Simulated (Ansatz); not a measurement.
**Rocksalt alloy of PbS and PbSe (20 of 32 S sites exchanged), 64 atoms**

Ansatz, PAW, plane waves. PBEsol relaxation of volume and atoms (shape held) at the single k point (¼, ¼, ¼) without its symmetry partners; single points on the relaxed atoms at the single k point (¼, ¼, ¼) without its symmetry partners, onto which points of the small cell's zone fold. Arrangement: random. No spin–orbit coupling unless named.

Relaxed structure:

```xyz
64
Lattice="12.0542 0.0000 0.0000 0.0000 12.0542 0.0000 0.0000 0.0000 12.0542" Properties=species:S:1:pos:R:3 pbc="T T T"
Se    3.0074   12.0524    0.0041
Se    3.0093   12.0539    6.0190
Se    3.0135    6.0359    0.0019
Se    3.0052    6.0271    6.0165
Se    9.0457    6.0271    6.0243
Se    0.0018    3.0171    0.0029
Se    6.0343    3.0177    0.0029
Se    6.0251    9.0462   12.0538
Se    6.0242    9.0469    6.0237
Se   12.0541   12.0505    9.0342
Se    0.0038    6.0338    9.0361
Se    6.0237    0.0037    3.0175
Se    6.0333   12.0516    9.0395
Se    6.0190    6.0278    3.0135
Se    6.0320    6.0260    9.0415
Se    3.0115    3.0134    9.0326
Se    9.0432    3.0152    3.0131
Se    9.0415    3.0141    9.0350
Se    9.0469    9.0466    3.0133
Se    9.0447    9.0475    9.0446
S     9.0505    0.0017    0.0030
S     9.0531    0.0067    6.0199
S     9.0564    6.0378    0.0054
S     0.0001    3.0102    6.0073
S    12.0524    9.0449    0.0142
S     0.0045    9.0489    6.0176
S     6.0266    3.0123    6.0208
S    12.0526   12.0503    3.0154
S     0.0001    6.0332    3.0119
S     3.0005    3.0129    3.0210
S     2.9884    9.0404    3.0150
S     3.0030    9.0408    9.0412
Pb   11.9918   12.0082    0.0537
Pb   11.9984   12.0520    5.9674
Pb   11.9995    6.0775    0.0467
Pb   12.0322    6.0181    5.9606
Pb    6.1036    0.0035    0.0077
Pb    6.1014    0.0502    6.0225
Pb    6.1056    6.0290    0.0037
Pb    6.0386    5.9724    6.0201
Pb    3.0125    3.0126    0.0431
Pb    3.0054    3.0061    5.9724
Pb    2.9529    9.0454   12.0465
Pb    2.9561    9.0438    6.0148
Pb    9.0497    3.0128   12.0506
Pb    9.0470    2.9668    6.0195
Pb    9.0934    9.0514    0.0003
Pb    9.0938    9.0985    6.0287
Pb    2.9574   12.0484    3.0071
Pb    3.0122   11.9993    9.0432
Pb    2.9543    6.0368    2.9998
Pb    3.0138    6.0778    9.0433
Pb    9.0946    0.0020    3.0071
Pb    9.0480    0.0000    9.0580
Pb    9.0885    6.0332    2.9586
Pb    9.0483    6.0355    9.0970
Pb    0.0567    3.0189    3.0564
Pb    0.0136    3.0160    8.9662
Pb    0.0558    9.0419    3.0182
Pb    0.0539    9.0382    9.0160
Pb    5.9511    3.0148    3.0672
Pb    6.0074    3.0082    8.9697
Pb    5.9453    9.0408    3.0149
Pb    5.9485    9.0328    9.0266
```

Q: What are the mean bond lengths by pair (pairs within 1.2 times the sum of covalent radii, less contacts 15 % beyond the pair's median; cation–cation pairs of compounds aside; long ionic contacts are cut short by that bound)?

A: Pb–S 2.970 ± 0.024 Å (standard deviation, 57 bonds); Pb–Se 3.034 ± 0.029 Å (standard deviation, 120 bonds).

Q: What gap lies between the top filled and the lowest empty level in the single points?

A: r²SCAN 1.67 eV (11 s on NVIDIA H100). Away from Γ this isn't the crystal's band gap.
